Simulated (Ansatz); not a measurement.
Method: Ansatz, DFT PBE, scalar-relativistic, plane waves, PAW. All cells share a 420 eV cutoff and Γ-centred k meshes spaced at most about 0.3 Å⁻¹ (2π included). No spin polarisation in the final relaxations.

All energies are static (0 K, no zero-point motion). All come from trial cells, and lower structures may exist.

Problem. Which of these relaxed structures of LiTlF4 is the lowest in energy?
1.

```xyz
6
Lattice="3.7662 0.0000 0.0000 0.0000 3.7662 0.0000 0.0000 0.0000 5.3055" Properties=species:S:1:pos:R:3 pbc="T T T"
Li    0.0000    0.0000    0.0000
Tl    1.8831    1.8831    2.6528
F     1.8831    0.0000    1.3278
F     0.0000    1.8831    3.9777
F     1.8831    0.0000    3.9777
F     0.0000    1.8831    1.3278
```

2.

```xyz
12
Lattice="3.7813 0.0000 0.0000 0.0000 7.7546 0.0000 -1.7855 0.0000 5.2774" Properties=species:S:1:pos:R:3 pbc="T T T"
Li   -0.8821    5.8159    4.7714
Li    2.8780    1.9386    0.5060
Tl    0.9979    3.8773    2.6387
Tl    0.9979    0.0000    2.6387
F     2.8718    3.7364    1.3426
F     2.8718    0.1409    1.3426
F     1.0162    5.8159    3.9966
F     1.0248    1.9386    3.8928
F    -0.8759    4.0181    3.9347
F    -0.8759    7.6137    3.9347
F     0.9711    5.8159    1.3846
F     0.9797    1.9386    1.2808
```

Solution. 2. It has space group P2_1/m (No. 11); the next, 1, with Li and Tl ordered on fluorite sites, space group P4/mmm (No. 123), lies 28 meV/atom higher. Counting F atoms around Li and Tl (those within 1.25 times the shortest such distance or 1.15 times the sum of covalent radii, 1.27 where that leaves under three; the shortest distance is added where it exceeds 1.18 times the sum of covalent radii), the lowest has Li 5, Tl 8 and the next has Li 8 from 2.3 Å, Tl 8.

These runs have no spin–orbit coupling, which can matter for Tl. Cells relaxed within their symmetry can be saddle points. The P2_1/m cell of LiTlF4 came from shaking the P4/mmm one. Some candidate types were left out of the draw beforehand, so a known form may be missing.
